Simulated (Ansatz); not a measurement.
Sb (A7 type, space group R-3m), energy over volume and axial ratio

Sb (A7 type, space group R-3m)

Space group R-3m, hexagonal axes (No. 166); a = b = 4.322 Å, c = 11.039 Å, α = β = 90.00°, γ = 120.00°

| atom | site | symmetry | x | y | z |
|---|---|---|---|---|---|
| Sb | 6c | 3m | 0.0000 | 0.0000 | 0.2364 |
(The calculation used a cell of 2 atoms; values per cell refer to that cell.)

Two coordinates are scanned: the volume, and the ratio of the stretch along z (the conventional c axis) to the stretch across it. Atoms keep their fractional coordinates.

The numbers are results of PBE-D3(BJ) (plane waves to 420 eV, PAW, scalar-relativistic; Ansatz, a program for electronic structure), not measurements. k mesh 13×13×13 (Γ-centred), Fermi-Dirac smearing 0.05 eV. E stands for the smeared free energy. Stress and pressure are positive under compression. As the atoms are clamped, bonds stretch with the cell, which overstates energies and stresses. With partly filled bands, the response to shear is sensitive to the k mesh, so small differences along c/a are uncertain. Sb was relaxed with its symmetry unable to fall. Spin-orbit coupling is left out, though Sb is heavy. The PAW data are Ansatz's earlier set. The zero of ΔE is the relaxed starting cell.

ΔE (eV/atom), with V/V₀ across and (c/a)/(c/a)₀ down:

```csv
(c/a)/(c/a)₀ \ V/V₀,0.960,0.980,1.000,1.020,1.040
0.960,0.012,0.006,0.004,0.007,0.014
0.980,0.009,0.003,0.001,0.004,0.010
1.000,0.009,0.002,0.000,0.002,0.008
1.020,0.011,0.004,0.001,0.003,0.008
1.040,0.014,0.006,0.004,0.005,0.010
```

σzz (GPa), with V/V₀ across and (c/a)/(c/a)₀ down:

```tsv
(c/a)/(c/a)₀ \ V/V₀	0.960	0.980	1.000	1.020	1.040
0.960	3.2	2.0	0.9	-0.1	-1.0
0.980	2.8	1.5	0.4	-0.6	-1.4
1.000	2.4	1.1	0.0	-1.0	-1.9
1.020	2.0	0.7	-0.4	-1.4	-2.3
1.040	1.7	0.4	-0.7	-1.8	-2.7
```

Read from the data:

Lowest place on the grid: V/V₀ = 1.000, (c/a)/(c/a)₀ = 1.000 (0 meV/atom). Highest place on the grid: V/V₀ = 0.960, (c/a)/(c/a)₀ = 1.040 (14 meV/atom).

(A scan under strain: stresses follow from slopes of the energy per volume, elastic moduli from its curvatures.)
